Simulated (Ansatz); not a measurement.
Molecular dynamics on a 2×2×1 supercell (16 atoms) of Si3Sn (ordering on diamond), relaxed with r2SCAN. Forces come from PBE in the plane-wave code Ansatz: Langevin thermostat and barostat (NPT), 2200 K, steps of 1.5 fs. Classical nuclei, no spin polarisation; a few dozen steps show the first response, not equilibrium. The structure comes from a prototype and may be hypothetical.

```yaml
crystal:
  lattice:
    - [8.075277822, 0.0, 0.0]
    - [0.0, 8.075277822, 0.0]
    - [0.0, 0.0, 5.7486205295]
  atoms:
    - { symbol: Si, position: [0.25, 0.0, 0.7746010627] }
    - { symbol: Si, position: [0.25, 0.25, 0.0] }
    - { symbol: Si, position: [0.0, 0.25, 0.2253989373] }
    - { symbol: Sn, position: [0.0, 0.0, 0.5] }
    - { symbol: Si, position: [0.25, 0.5, 0.7746010627] }
    - { symbol: Si, position: [0.25, 0.75, 0.0] }
    - { symbol: Si, position: [0.0, 0.75, 0.2253989373] }
    - { symbol: Sn, position: [0.0, 0.5, 0.5] }
    - { symbol: Si, position: [0.75, 0.0, 0.7746010627] }
    - { symbol: Si, position: [0.75, 0.25, 0.0] }
    - { symbol: Si, position: [0.5, 0.25, 0.2253989373] }
    - { symbol: Sn, position: [0.5, 0.0, 0.5] }
    - { symbol: Si, position: [0.75, 0.5, 0.7746010627] }
    - { symbol: Si, position: [0.75, 0.75, 0.0] }
    - { symbol: Si, position: [0.5, 0.75, 0.2253989373] }
    - { symbol: Sn, position: [0.5, 0.5, 0.5] }
kpoints:
  mp_grid: { grid: [2, 2, 2] }
hamiltonian:
  xc: pbe
scf:
  occupations: { method: fermi_dirac, width: 0.19 }
md:
  ensemble: npt_langevin
  temperature: 2200
  timestep: 1.5
  n_steps: 30
  initial_velocities: maxwell_boltzmann
  seed: 4109
```

Run as `ansatz run input.yaml --threads 4 --pin off --max-ram 3686MiB --backend cpu --events-out ev --progress --plain --runs-dir out`.

Task: What wall time did it need on 4 threads of Arm Neoverse V2, with other jobs on the host, load about 0.5 per core, and how much host memory at the peak?

Result: About 83 s, with a peak of 1.1 GiB.

Task: How do temperature and energy develop?

Result: The temperature starts at 2062 K, is lowest at step 18 (1288 K, 27 fs) and ends at 1519 K. The thermostat hasn't had time to restore it. The atoms start on their lattice sites with kinetic energy alone, so much of it first passes into potential energy.
```csv
step,t (fs),T (K),free energy F from step 0 (meV/atom),kinetic energy (meV/atom),pressure (GPa),volume (Å³/atom),largest force (eV/Å)
0,0,2062,0.0,266.6,2.69,23.43,0.24
1,1.5,2015,1.5,260.5,2.68,23.43,0.52
2,3,1878,5.8,242.8,2.63,23.43,0.81
3,4.5,1851,12.6,239.2,2.68,23.43,1.12
4,6,1783,21.6,230.5,2.74,23.43,1.49
5,7.5,1791,32.9,231.5,2.86,23.42,1.87
6,9,1542,45.9,199.3,2.85,23.42,2.25
7,10.5,1667,59.5,215.5,3.09,23.40,2.58
8,12,1516,72.5,195.9,3.16,23.39,2.78
9,13.5,1476,84.5,190.7,3.24,23.39,2.88
10,15,1409,96.3,182.1,3.29,23.39,2.95
11,16.5,1483,107.7,191.7,3.43,23.38,2.93
12,18,1551,118.2,200.5,3.56,23.38,2.82
13,19.5,1464,127.4,189.2,3.54,23.38,2.91
14,21,1440,135.7,186.1,3.54,23.39,2.92
15,22.5,1456,143.1,188.2,3.57,23.40,2.88
16,24,1537,150.3,198.6,3.63,23.40,2.81
17,25.5,1386,156.6,179.1,3.51,23.42,2.71
18,27,1288,161.5,166.5,3.37,23.45,2.96
19,28.5,1375,165.2,177.8,3.30,23.48,3.27
20,30,1299,167.9,167.9,3.12,23.51,3.54
21,31.5,1449,168.7,187.3,3.04,23.55,3.73
22,33,1363,167.1,176.2,2.78,23.59,3.83
23,34.5,1363,164.1,176.1,2.57,23.61,3.89
24,36,1435,160.7,185.5,2.41,23.64,3.89
25,37.5,1344,156.7,173.8,2.18,23.65,3.79
26,39,1376,151.6,177.8,2.03,23.66,3.58
27,40.5,1482,145.3,191.6,1.89,23.67,3.28
28,42,1512,139.5,195.4,1.72,23.68,2.96
29,43.5,1432,135.1,185.0,1.54,23.68,2.63
30,45,1519,132.2,196.4,1.48,23.69,2.42
```

Positions (Å) and forces (eV/Å) at step 30:
```
cell (Å): 8.105 0.000 0.000; 0.000 8.105 0.000; 0.000 0.000 5.770
Si   2.005   0.065   4.546    -0.237  -0.301  -0.863
Si   1.625   2.091  -0.097     0.286  -0.323   0.289
Si  -0.278   2.059   1.318     0.357  -0.031   0.160
Sn  -0.137   0.019   2.810     0.393   0.162   1.927
Si   1.914   3.994   4.334     0.555   0.716   0.089
Si   1.854   6.096   0.001     0.385  -0.328  -0.612
Si  -0.160   6.225   1.195    -0.848  -0.691   0.038
Sn  -0.120   4.147   2.720    -0.122   0.238   1.031
Si   5.973  -0.015   4.880     0.766  -1.391  -1.660
Si   5.838   1.924   0.184     0.211   1.287  -0.513
Si   3.734   1.791   1.034    -0.718   0.310   0.693
Sn   4.222   0.108   2.956    -1.135  -0.734   0.141
Si   6.136   3.933   4.727    -0.639   0.921  -0.675
Si   5.657   6.095   0.404     1.487  -0.641  -1.801
Si   3.704   5.980   1.545    -0.475   0.235   0.529
Sn   4.139   3.709   2.742    -0.266   0.569   1.225
```
